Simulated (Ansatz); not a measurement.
CdTe (CsCl type, Pm-3m) under volume change, plane-wave PAW r²SCAN (Ansatz code), scaled uniformly.

```tsv
V (Å³/atom)	E − E(relaxed) (meV/atom)	P (GPa)
24.367	40.7	5.97
25.171	16.9	3.60
25.974	4.0	1.63
26.777	0.0	0.00
27.581	___	___
28.384	___	___
29.187	28.2	-3.44
```

Problem. Some entries are withheld; supply them.

Solution. 
- 28.384, E − E(relaxed) (meV/atom): 13.3
- 28.384, P (GPa): -2.49
- 27.581, E − E(relaxed) (meV/atom): 3.5
- 27.581, P (GPa): -1.36

Problem. What does a third-order Birch–Murnaghan fit give for V₀, B₀ and B′?

Solution. V₀ = 26.78 Å³/atom, B₀ = 49.7 GPa, B′ = 5.1.

The start of the workflow was typed in or built on a structure type; neither database checked (COD, Materials Project) lists it. It is not the phase usual at ambient conditions (space group No. 216). The r²SCAN relaxation kept the symmetry of its start. At this level the phase is mechanically unstable. The volume moved by 17 % from the start of the relaxation. Scalar-relativistic: spin–orbit coupling is off unless named, which matters more the heavier the elements.

Potentials: the earlier of the program's two PAW sets.
